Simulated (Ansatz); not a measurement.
# Compressing BaSbPt

The calculation used DFT r2SCAN, scalar-relativistic, plane waves, PAW (Ansatz 0.2.0). (500 eV cutoff, 12×12×8 k-mesh, Gaussian smearing of 0.10 eV, no spin polarisation)

The relaxed crystal:

```
Ba Sb Pt
1.0
     4.57301    0.00000    0.00000
    -2.28650    3.96034    0.00000
     0.00000    0.00000    4.94208
Ba Sb Pt
1 1 1
Direct
  0.00000 0.00000 0.00000
  0.66667 0.33333 0.50000
  0.33333 0.66667 0.50000
```

Cell and atoms are relaxed at each pressure within the symmetry of the start, at zero temperature, so transitions that lower the symmetry aren't seen. The k-mesh given is that at zero pressure and may differ at others. a, b and c are the lengths of the cell vectors above.

A cell with an odd number of electrons and no spin polarisation is a metal by construction and may be lower with spin. Spin–orbit coupling is left out, which can shift energies with elements as heavy as these.

```csv
P (GPa),V (Å³/atom),V/V0,a (Å),b (Å),c (Å)
-3,31.59,1.059,4.624,4.624,5.116
0,29.83,1.000,4.573,4.573,4.942
3,28.48,0.955,4.535,4.535,4.797
8,26.73,0.896,4.493,4.493,4.586
15,24.84,0.833,4.462,4.462,4.323
```

(1) What bulk modulus and pressure derivative fit these points?

(2) Which cell vector or vectors give way most up to 15 GPa?

Answers

(1) A third-order Birch–Murnaghan fit gives B0 = 59 GPa and B0' = 3.6.

(2) c: the changes are a -2.4 %, b -2.4 %, c -12.5 %.